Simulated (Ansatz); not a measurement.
SiGe in space group I-4m2 (No. 119; Pearson symbol tI20), DFT-r²SCAN in the program Ansatz with PAW potentials. The conduction-band minimum lies at Γ, with 1 equivalent valley. Second derivatives d²E/dk² of the lowest band at one valley (eV·Å²), along Cartesian directions:

```json
[
 {"direction": "[100]", "d²E/dk²": "40.74"},
 {"direction": "[010]", "d²E/dk²": "40.74"},
 {"direction": "[001]", "d²E/dk²": "4.523"},
 {"direction": "[110]", "d²E/dk²": "40.85"},
 {"direction": "[101]", "d²E/dk²": "22.66"},
 {"direction": "[011]", "d²E/dk²": "22.66"}
]
```

Question: Find the principal effective masses, the density-of-states mass and the conductivity mass.

Answer: Off-diagonal terms follow from H_xy = H[110] − (H_xx + H_yy)/2, and m*/mₑ = 7.620 eV·Å² over each eigenvalue: 0.19, 0.19, 1.7. One valley's DOS mass (m₁m₂m₃)^(1/3) = 0.39, conductivity mass 3/(Σ 1/mᵢ) = 0.27 mₑ.

Question: What effective density of states Nc follows at 300 K for parabolic valleys?

Answer: Nc = 2.509e19 × 1 × (0.39)^(3/2) ≈ 6.1e18 cm⁻³.

The start of the workflow was typed in or built on a structure type; neither database checked (COD, Materials Project) lists it. Its standing as an ambient phase is unchecked. The cell was relaxed with r²SCAN under the symmetry of its start; whether a distortion lowers the energy is not shown. Spin–orbit coupling is left out wherever it is not named.

Potentials: the earlier of the program's two PAW sets.

Edges and masses are those of Kohn–Sham bands, whose gap is no quasiparticle gap.
